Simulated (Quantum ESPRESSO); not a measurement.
```
NaLiCdS2
1.0
    4.15727     0.00000     0.00000
   -2.07863     3.60030     0.00000
    0.00000     0.00000     7.04195
Li Na S Cd
1 1 2 1
Direct
  0.66667   0.33333   0.65898
  0.33333   0.66667   0.97300
  0.66667   0.33333   0.24511
  0.00000   0.00000   0.74073
  0.00000   0.00000   0.38218
```

The geometry is that of Materials Project entry mp-1220967, symmetrised and not relaxed again.

What does norm-conserving PBEsol (Quantum ESPRESSO, 102 Ry, scalar-relativistic) give for the electronic structure near the Fermi level?

The PBEsol gap is direct, 1.47 eV at Γ. Spin-orbit splittings are left out.

The structure is a Materials Project entry; no match was found in the copy of COD used, and its stability was not checked.
